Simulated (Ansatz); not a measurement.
Computed with Ansatz 0.2.0, DFT PBE, scalar-relativistic, plane waves, PAW. All cells share a 420 eV cutoff and Γ-centred k meshes spaced at most about 0.3 Å⁻¹ (about 0.25 or finer for metals, 2π included). No spin polarisation in the final relaxations.

Temperature and zero-point effects are left out.

Two forms of Si3Sn were relaxed alike.

A.

```
CELL_PARAMETERS angstrom
3.56910 0.00000 0.00000
-1.78455 3.09093 0.00000
0.00000 0.00000 7.13950
ATOMIC_POSITIONS crystal
Si 0.33333 0.66667 0.00000
Si 0.66667 0.33333 0.19535
Si 0.66667 0.33333 0.80465
Sn 0.33333 0.66667 0.50000
```

B.

```
CELL_PARAMETERS angstrom
4.06034 0.00000 0.00000
0.00000 4.06034 0.00000
0.00000 0.00000 5.79705
ATOMIC_POSITIONS crystal
Si 0.50000 0.00000 0.22469
Si 0.00000 0.50000 0.77531
Si 0.50000 0.50000 0.00000
Sn 0.00000 0.00000 0.50000
```

Question: Which form is favoured at zero pressure, and by what margin per atom?

Answer: B is lower, by 244 meV/atom. A has space group P-6m2 (No. 187), 19.7 Å³/atom and no gap on its mesh; B has Si and Sn ordered on diamond sites, space group P-4m2 (No. 115), 23.9 Å³/atom and a gap of 0.22 eV. Counting Si atoms around Sn (those within 1.25 times the shortest such distance or 1.15 times the sum of covalent radii; a plus sign parts nearer from farther groups; the shortest distance is added where it exceeds 1.18 times the sum of covalent radii), A has Sn 6+2 from 3.0 Å and B has Sn 4. The lower one is the more open, so pressure narrows the difference. Even the lower one lies +0.13 eV/atom against the reference forms of the elements (uncorrected), so neither is stable at this level. In A, around Si on a site of symmetry -6m2 lie 6 Si at 2.49 Å, 6 Si at 3.57 Å and 2 Sn at 3.57 Å; Si on a site of symmetry 3m is surrounded by 3 Si at 2.49 Å, 1 Si at 2.79 Å and 3 Sn at 3.00 Å; around Sn lie 6 Si at 3.00 Å, 6 Sn at 3.57 Å and 2 Si at 3.57 Å. In B, Si on a site of symmetry 2mm is surrounded by 2 Si at 2.41 Å and 2 Sn at 2.58 Å; Si on a site of symmetry -4m2 is surrounded by 4 Si at 2.41 Å; Sn has 4 Si at 2.58 Å. Both come from invented guesses.

Kohn–Sham gaps at this level usually fall short of measured ones. With atoms moved at random, P-4m2 came back. Other cells relaxed within their symmetry can be saddle points.
